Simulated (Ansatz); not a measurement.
## CsPbCl3 (Pm-3m), clamped-ion strain scan

All numbers below come from Ansatz 0.2.0, DFT PBEsol, scalar-relativistic, plane waves, PAW. The runs took a 420 eV cutoff, a Γ-centred 6×6×6 mesh and Gaussian smearing (0.05 eV). Spin–orbit coupling is left out, which matters for the heavy elements here. No spin polarisation. Energies are free energies at this smearing, counted from the undisturbed cell; pressure is positive in compression.

The undisturbed cell (as given, not relaxed at this level; it stands at 0.2 GPa, and it needn't be the usual structure):

```
Cs Pb Cl
1.0
     5.60500    0.00000    0.00000
     0.00000    5.60500    0.00000
     0.00000    0.00000    5.60500
Cs Pb Cl
1 1 3
Direct
  0.00000 0.00000 0.00000
  0.50000 0.50000 0.50000
  0.00000 0.50000 0.50000
  0.50000 0.00000 0.50000
  0.50000 0.50000 0.00000
```

The cell is strained by ε times the Voigt pattern (1, -1, 0, 0, 0, 0) (xx, yy, zz, yz, xz, xy; engineering shear) with fractional coordinates fixed.

| ε | ΔE (meV/atom) | stress summed along the pattern (GPa, tension positive) | pressure (GPa) | gap on the mesh (eV) |
| --- | --- | --- | --- | --- |
| -0.0600 | 43.5 | -6.70 | 0.9 | 1.22 |
| -0.0300 | 10.5 | -3.20 | 0.4 | 1.54 |
| 0.0000 | 0.0 | 0.00 | 0.2 | 1.80 |
| 0.0075 | 0.7 | 0.79 | 0.2 | 1.74 |
| 0.0150 | 2.6 | 1.58 | 0.2 | 1.68 |
| 0.0225 | 5.9 | 2.39 | 0.3 | 1.61 |
| 0.0375 | 16.6 | 4.04 | 0.5 | 1.47 |
| 0.0450 | 24.0 | 4.90 | 0.6 | 1.39 |
| 0.0525 | 33.0 | 5.78 | 0.8 | 1.31 |

By symmetry 0.0600 repeats -0.0600, -0.0450 repeats 0.0450, 0.0300 repeats -0.0300, -0.0150 repeats 0.0150 in energy, with the opposite slope along the path.

Symmetry holds off the tilts and polar distortions that many cubic perovskites undergo.